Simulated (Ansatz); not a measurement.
ZrB$_{2}$:
Space group P6/mmm (No. 191); a = b = 3.1548 Å, c = 3.5065 Å, α = β = 90.00°, γ = 120.00°

| atom | site | symmetry | x | y | z |
|---|---|---|---|---|---|
| Zr | 1a | 6/mmm | 0.0000 | 0.0000 | 0.0000 |
| B | 2d | -6m2 | 0.3333 | 0.6667 | 0.5000 |

Relaxed at zero pressure with PBEsol (plane waves, PAW; program Ansatz).

**Question.** The volume is lowered by 9 % and shape and atoms relax at that volume. What pressure results, and how do the axes share the change?

**Answer.** 28.4 GPa; a -3.0 %, b -3.0 %, c -3.4 %; the energy rises by 74 meV/atom.

**Question.** Give the new structure.

**Answer.** 
Space group P6/mmm (No. 191); a = b = 3.0616 Å, c = 3.3882 Å, α = β = 90.00°, γ = 120.00°

| atom | site | symmetry | x | y | z |
|---|---|---|---|---|---|
| Zr | 1a | 6/mmm | 0.0000 | 0.0000 | 0.0000 |
| B | 2d | -6m2 | 0.3333 | 0.6667 | 0.5000 |

The phase is kept; no other phase was compared at this pressure.

Symmetry was held in the PBEsol relaxation; of distortions, only those at the zone centre were tested. No spin polarisation was allowed.

Potentials: the later of the program's two PAW sets.
